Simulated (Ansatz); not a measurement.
MgAu4Se4Cl4O12: Mg-25 nuclear quadrupole resonance

Cell: a Materials Project structure (computed, not necessarily an observed phase), atoms as given.

```cif
data_structure
_symmetry_space_group_name_H-M 'P 1'
_symmetry_Int_Tables_number 1
_cell_length_a 5.3290
_cell_length_b 10.0282
_cell_length_c 10.8995
_cell_angle_alpha 82.443
_cell_angle_beta 86.468
_cell_angle_gamma 88.296
_cell_volume 576.19
loop_
_atom_site_label
_atom_site_type_symbol
_atom_site_fract_x
_atom_site_fract_y
_atom_site_fract_z
_atom_site_occupancy
Mg1 Mg 0.68474 0.66517 0.00447 1
Se2 Se 0.76421 0.85843 0.29071 1
Se3 Se 0.13849 0.73327 0.83143 1
Se4 Se 0.85755 0.28078 0.12447 1
Se5 Se 0.24178 0.13175 0.74031 1
Au6 Au 0.03565 0.57383 0.21838 1
Au7 Au 0.01068 0.99156 0.01215 1
Au8 Au 0.98571 0.40427 0.83160 1
Au9 Au 0.99120 0.00082 0.51193 1
Cl10 Cl 0.25885 0.48265 0.66660 1
Cl11 Cl 0.53354 0.57550 0.20913 1
Cl12 Cl 0.23827 0.18529 0.45020 1
Cl13 Cl 0.73962 0.81710 0.57851 1
O14 O 0.71569 0.92732 0.13761 1
O15 O 0.73714 0.35115 0.98232 1
O16 O 0.03897 0.76260 0.27967 1
O17 O 0.08745 0.16625 0.08029 1
O18 O 0.08688 0.38978 0.15263 1
O19 O 0.94517 0.81059 0.94419 1
O20 O 0.41410 0.70903 0.89523 1
O21 O 0.96147 0.22036 0.77401 1
O22 O 0.89606 0.00375 0.33456 1
O23 O 0.96143 0.58626 0.89523 1
O24 O 0.30718 0.04497 0.88292 1
O25 O 0.09042 0.99628 0.68928 1
```

Atoms are numbered from 1 in the order listed; like atoms form one site, named after its first atom.

Computed with Ansatz: DFT, r2SCAN, plane waves and PAW, scalar-relativistic, 500 eV cutoff, Γ-centred 6×4×3 k-points, Fermi–Dirac smearing 0.05 eV.

Mg-25: I = 5/2, Q = 199.4 mb (year-2017 value). Static lattice, zero field.

Question: The simulated lines lie at 1.89, 3.08 MHz. What are |C_Q|, η and |V_zz| at Mg?

Answer: For I = 5/2 and η = 0 the lines are 3|C_Q|/20 and twice that; η pulls their ratio below 2. Here |C_Q| = 10.6 MHz, η = 0.44 and |V_zz| = 2.20 × 10²¹ V/m². The calculation gives V_zz positive; the lines don't show the sign. The site has 3 O at 1.93–2.06 Å, 1 Cl at 2.39 Å; also 2 O at 3.18–3.19 Å.

The largest force is 1.2 eV/Å, so the atoms aren't at the calculated equilibrium and relaxing them would move these values. With no gap above 0.1 eV, as in a metal, the gradients converge slowly in k; expect changes of a tenth or more on a denser mesh.
